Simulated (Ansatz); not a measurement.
## TiGe6Mo2: rattling a relaxed structure

The structure comes from a generated guess, relaxed at this level; another structure or a mixture of phases may lie lower.

All numbers below come from DFT PBE, scalar-relativistic, plane waves, PAW in Ansatz. Settings: cutoff 420 eV, Γ-centred mesh 12×12×12 on the computed 9-atom cell, Gaussian smearing of 0.10 eV; no spin polarisation.

The cell below (9 atoms, space group Immm (No. 71)) is relaxed within its symmetry.

```
CELL_PARAMETERS angstrom
-1.67309 4.19759 5.01984
1.67309 -4.19759 5.01984
1.67309 4.19759 -5.01984
ATOMIC_POSITIONS crystal
Ti 0.00000 0.00000 0.00000
Ge 0.66178 0.00000 0.66178
Ge 0.99170 0.33023 0.66146
Ge 0.33123 0.66977 0.66146
Ge 0.33822 0.00000 0.33822
Ge 0.66877 0.33023 0.33854
Ge 0.00830 0.66977 0.33854
Mo 0.33337 0.33337 0.00000
Mo 0.66663 0.66663 0.00000
```

For the test it was strained at random (σ = 1.5 % a component), the atoms were moved at random (σ = 0.15 Å), and all was relaxed again on a coarse 6×6×6 mesh (in the run’s order of axes) with 0.20 eV smearing, with no symmetry imposed.

Task: Does it come back?

Result: It returns, within 1 meV/atom of the unmoved cell on that mesh and with the same symmetry when read at 0.1 Å. So it is stable against the distortions that fit this cell and that this random move excites. Modes that don't fit the cell aren't tested.
